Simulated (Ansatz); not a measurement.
## Computed properties of ZrTa

ZrTa:
```cif
data_Ta2Zr2
_chemical_formula_sum 'Ta2 Zr2'
_space_group_name_H-M_alt 'P 1'
_space_group_IT_number 1
_cell_length_a 4.64823
_cell_length_b 3.49910
_cell_length_c 4.89322
_cell_angle_alpha 90.000
_cell_angle_beta 90.000
_cell_angle_gamma 90.000
loop_
_space_group_symop_operation_xyz
  'x, y, z'
loop_
_atom_site_label
_atom_site_type_symbol
_atom_site_fract_x
_atom_site_fract_y
_atom_site_fract_z
_atom_site_occupancy
Ta1 Ta 0.25000 0.00000 0.80614 1
Ta2 Ta 0.75000 0.00000 0.19386 1
Zr1 Zr 0.25000 0.50000 0.27640 1
Zr2 Zr 0.75000 0.50000 0.72360 1
```

Space group Pmma (No. 51); conventional cell a = 4.648 Å, b = 3.499 Å, c = 4.893 Å, α = β = γ = 90.00°.

Method: the program Ansatz at the PBEsol level (PAW). Structure relaxed to zero pressure with the same functional. Other levels are named where they apply.

Cell and energy:

| Item | Result |
|---|---|
| Volume per atom | 19.90 Å³ |
| Density | 11.36 g/cm³ |
| Formation energy from the elements (no fitted shifts) | 0.16 eV/atom |

Electronic structure:

| Property | Value |
|---|---|
| Electronic character | metallic (no gap) |
| Density of states at the Fermi level | 1.2 states/eV per atom (mean over ±0.08 eV) |
| Gap with spin–orbit coupling | none (metallic) |

Mechanics:

| Quantity | Value |
|---|---|
| Bulk modulus (Birch–Murnaghan fit) | 127 GPa |
| Pressure derivative B′ | 3.8 |

Phonons:

| Quantity | Result |
|---|---|
| Highest zone-centre frequency | 187 cm⁻¹ |
| Zone-centre stability | no imaginary mode at Γ |

The start of the workflow was typed in or built on a structure type; neither database checked (COD, Materials Project) lists it. Its standing as an ambient phase is unchecked. Symmetry was held in the PBEsol relaxation. The run is not spin-polarised. Its formation energy is positive at this level, so the cell may be metastable or incomplete. As this level gives no gap, phonon frequencies hold no LO–TO term and depend on the k-mesh and smearing (Fermi–Dirac, 0.1 eV here). Axis ratios of metals converge slowly with the k-mesh, so a and c are less sure than the volume. The references are the lowest solids computed at this level, not always the standard phases. Spin–orbit coupling is left out wherever it is not named.

Potentials: the later of the program's two PAW sets.
